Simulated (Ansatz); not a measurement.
# C: levels along high-symmetry lines

```
C
1.0
     2.46729    0.00000    0.00000
    -1.23365    2.13674    0.00000
     0.00000    0.00000    7.80307
C
4
Direct
  0.00000 0.00000 0.25000
  0.00000 0.00000 0.75000
  0.33333 0.66667 0.25000
  0.66667 0.33333 0.75000
```

Atoms are numbered in the order listed.

Structure from Materials Project entry mp-48 (possibly hypothetical), not relaxed further.

The calculation used Ansatz 0.2.0, DFT, PBE, all-electron LAPW, scalar-relativistic.

Settings: a Γ-centred 19×19×6 k mesh, Fermi–Dirac smearing of 0.05 eV, basis error target 1 meV/atom, no spin polarisation.

Points in fractions of the reciprocal vectors of this cell: Γ (0, 0, 0), M (0.5, 0, 0), K (0.333, 0.333, 0), A (0, 0, 0.5), L (0.5, 0, 0.5), H (0.333, 0.333, 0.5). The path joins them by straight lines in the order Γ–M–K–Γ–A–L–H–A–L; legs that retrace an earlier one aren't tabulated. Energies are in eV from the Fermi level.

Q: List the levels at A between -20 and 6 eV.

A: -19.52 (×2), -7.63 (×2), -3.06 (×4), 5.03 (×2).

Q: List the levels at H between -20 and 6 eV.

A: -12.61 (×4), -10.56 (×2), -0.02 (×2), -0.01 (×2).

Q: List the levels at Γ between -20 and 6 eV.

A: -19.56, -19.48, -8.03, -7.18, -3.07 (×4), 3.37.

Q: What is the band gap?

A: None at this level of theory (metallic, semimetallic, or a small gap that the functional closes).
